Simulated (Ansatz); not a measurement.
## BiAsTe3 (tetradymite sites, R3m) by several functionals

All numbers come from the plane-wave code Ansatz. The calculation is non-magnetic, and the structure need not be a phase that has been made.

A 5-atom cell of BiAsTe3 built on the tetradymite structure (relaxed group R3m), relaxed with r2SCAN+rVV10. Bi has 6 Te at 3.04–3.23 Å; As has 6 Te at 2.86–3.02 Å; Te has 3 As at 2.86 Å; Te has 3 Bi at 3.04 Å; Te has 3 As at 3.02 Å and 3 Bi at 3.23 Å.

Space group R3m:H (No. 160). a = 4.217 Å, b = 4.217 Å, c = 30.588 Å, α = 90.00°, β = 90.00°, γ = 120.00°

| atom | site | symmetry | x | y | z |
| --- | --- | --- | --- | --- | --- |
| Bi | 3a | 3m | 0.3333 | 0.6667 | 0.0627 |
| As | 3a | 3m | 0.3333 | 0.6667 | 0.2685 |
| Te | 3a | 3m | 0.0000 | 0.0000 | 0.2196 |
| Te | 3a | 3m | 0.6667 | 0.3333 | 0.1223 |
| Te | 3a | 3m | 0.6667 | 0.3333 | 0.3269 |

Relaxed lattice by functional, symmetry kept:

| functional | k mesh | a (Å) | c (Å) | volume (Å³/atom) |
| --- | --- | --- | --- | --- |
| PBE-D3(BJ) | 6×6×6 | 4.212 | 29.392 | 30.11 |
| r2SCAN+rVV10 | 6×6×6 | 4.217 | 30.588 | 31.40 |

Band edges at fixed r2SCAN+rVV10 geometry:
```json
{"level": "PBE+SOC", "k mesh": "8×8×8", "gap (eV)": "0.06", "kind": "indirect", "edges": "(0.323, 0.414, 0.414) → Γ–T (0.25)", "least direct gap (eV)": "0.16", "rough cost": "7 core-minutes"}
{"level": "r2SCAN", "k mesh": "8×8×8", "gap (eV)": "0.55", "kind": "indirect", "edges": "(0.323, 0.414, 0.414) → Γ", "least direct gap (eV)": "0.56", "rough cost": "110 core-seconds"}
{"level": "HSE06", "k mesh": "4×4×4", "gap (eV)": "0.69", "kind": "indirect", "edges": "(0.323, 0.414, 0.414) → Γ", "least direct gap (eV)": "0.72", "rough cost": "12 core-minutes"}
{"level": "PBE0", "k mesh": "4×4×4", "gap (eV)": "1.16", "kind": "indirect", "edges": "(0.323, 0.414, 0.414) → Γ", "least direct gap (eV)": "1.16", "rough cost": "13 core-minutes"}
```
PBE+SOC: smearing of 0.02 eV; the others have fixed occupations.
Wave cutoffs: 420 eV, 500 eV (r2SCAN).
Points off the special ones are mesh points or PBE's searched band edges, reused at the other levels. PBE's own run along the path (0.39 eV) came before the search for the edges and missed one, so it isn't listed. Gaps under 0.1 eV (PBE+SOC) can't be told from a closed one: the bands may be in normal order or already inverted, which a gap's size doesn't show.
Costs come from shared machines and give only the order. The runs had 4 threads of Arm Neoverse V2, on a shared host.

The HSE06 gap is indirect, 0.69 eV (k = (0.323, 0.414, 0.414) to Γ), below the direct gap of 0.72 eV at Γ.

Direct and least gap lie within 0.04 eV at some levels, so the kind of gap isn't settled.

Only the levels marked +SOC include spin-orbit coupling.

Coordinates of k points refer to the reciprocal vectors of the primitive cell of the runs.
